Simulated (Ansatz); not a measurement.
## InAg₃: do energies and stresses tell the same story?

The calculation used DFT PBEsol, scalar-relativistic, plane waves, PAW (Ansatz 0.2.0).

Cutoff 420 eV; k points 10×10×10 on the computed 4-atom cell (Γ-centred); Gaussian smearing, width 0.10 eV; no spin polarisation.

Relaxed cell: Pm-3m, a = 4.138 Å, b = 4.138 Å, c = 4.138 Å, α = 90.00°, β = 90.00°, γ = 90.00°, 4 atoms in the primitive cell. Whether it is the stable form of this composition wasn't checked.

Energies at zero smearing and pressures from the stress tensor, at volumes with shape and atoms relaxed:
```tsv
V (Å³/atom)	E − E(first) (meV/atom)	P (GPa)
15.590	0.00	19.39
16.121	-53.40	13.01
16.653	-87.61	7.79
17.184	-106.08	3.49
17.716	-111.59	-0.01
18.247	-106.64	-2.82
18.779	-93.35	-5.08
19.488	-65.42	-7.44
```

Problem. Check P = −dE/dV between neighbouring volumes, and get the bulk modulus from the pressures alone.

Solution. With 1 eV/Å³ = 160.2 GPa:
| middle V (Å³/atom) | −ΔE/ΔV (GPa) | mean P (GPa) |
| --- | --- | --- |
| 15.856 | 16.097 | 16.198 |
| 16.387 | 10.315 | 10.400 |
| 16.919 | 5.566 | 5.642 |
| 17.450 | 1.663 | 1.745 |
| 17.982 | -1.492 | -1.410 |
| 18.513 | -4.007 | -3.946 |
| 19.133 | -6.315 | -6.261 |

The two differ by 0.10 GPa at most. The mean of two end pressures misses the average over a step by about ΔV² P″/12, up to 0.10 GPa here; with that taken off 0.04 GPa remains. The stress is the derivative of the free energy, not of the energy at zero smearing, and with free energies 0.01 GPa remains. Around V = 17.716 Å³/atom, the two neighbours give B = −V ΔP/ΔV = 17.716 × 6.31 / 1.063 = 105.2 GPa, against B0 = 104.2 GPa from the Birch–Murnaghan fit of the energies.